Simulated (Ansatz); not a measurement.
The relaxed structure here is a generated cell of Be: the first start was made by placing the elements on the sites of a structure type, and the end was not matched to a known phase here, so it may be hypothetical. Known forms of Be include space group No. 194.

A relaxed cell of Be (Im-3m (No. 229)), relaxed on a k-mesh at least as fine as the one used below. Calculation: PBEsol (plane waves to 420 eV, PAW, scalar-relativistic; Ansatz, a program for electronic structure). Γ-centred k-mesh 18×9×18 on the run's cell (coarser than for final values), Fermi–Dirac smearing 0.05 eV.

```yaml
crystal:
  lattice:
    - [-1.24618, 1.24618, 1.24618]
    - [2.49235, -2.49235, 2.49235]
    - [1.24618, 1.24618, -1.24618]
  atoms:
    - { symbol: Be, position: [0.00000, 0.00000, 0.00000] }
    - { symbol: Be, position: [0.00000, 0.50000, 0.00000] }
```

The atoms are displaced by (Å):

```
atom      ux      uy     uz
----  ------  ------  -----
Be1    0.071  -0.006  0.083
Be2   -0.018   0.080  0.058
```

Task: What forces (eV/Å) and pressure result?

Result: 
| atom | Fx | Fy | Fz |
|---|---|---|---|
| Be1 | -0.44 | 0.53 | -0.44 |
| Be2 | 0.44 | -0.53 | 0.44 |

Pressure +0.8 GPa.

The undisplaced cell is probably no minimum: from this displacement the run went on to P6₃/mmc (No. 194), 0.10 eV/atom below it.

No spin polarisation in the result.
